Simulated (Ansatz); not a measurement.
HfO$_{2}$:
```
HfO2
1.0
    4.83816     0.00000     0.00000
    0.00000     4.83816     0.00000
    0.00000     0.00000     3.22031
Hf O
2 4
Direct
  0.00000   0.00000   0.00000
  0.50000   0.50000   0.50000
  0.19492   0.80508   0.50000
  0.80508   0.19492   0.50000
  0.69492   0.69492   0.00000
  0.30508   0.30508   0.00000
```

Relaxed with r²SCAN. Special points in fractions of this cell's reciprocal vectors: Γ (0.000, 0.000, 0.000); X (0.000, 0.500, 0.000); M (0.500, 0.500, 0.000); Z (0.000, 0.000, 0.500); R (0.000, 0.500, 0.500); A (0.500, 0.500, 0.500).

### Question
List the band energies nearest the valence-band maximum at these points for the program Ansatz at the r²SCAN level (PAW).

### Answer
In eV from the valence-band maximum; about four levels below and three above (degenerate sets whole), none deeper than 8.9 eV; points with the same levels are listed once.

```
k                    below                above
-  -----------------------  -------------------
Γ   -0.67 -0.41 -0.41 0.00       4.53 4.68 5.77
X  -1.41 -1.41 -0.64 -0.64  5.18 5.18 6.76 6.76
M  -1.10 -1.10 -0.76 -0.76  4.75 4.75 6.21 6.21
Z  -2.05 -2.05 -0.98 -0.98  6.13 6.13 6.63 6.63
R  -1.75 -1.75 -0.88 -0.88  4.75 4.75 6.86 6.86
A  -1.07 -1.07 -0.49 -0.49  5.67 5.67 6.41 6.41
```

Space group P4_2/mnm (rutile). The first step of the workflow began from a Materials Project structure, measured or hypothetical; the Crystallography Open Database copy checked does not list it. It is not the phase usual at ambient conditions (space group No. 14, 29). The cell was relaxed with r²SCAN under the symmetry of its start; whether a distortion lowers the energy is not shown. The run is not spin-polarised. Scalar-relativistic: spin–orbit coupling is off unless named, which matters more the heavier the elements.

Potentials: the later of the program's two PAW sets.
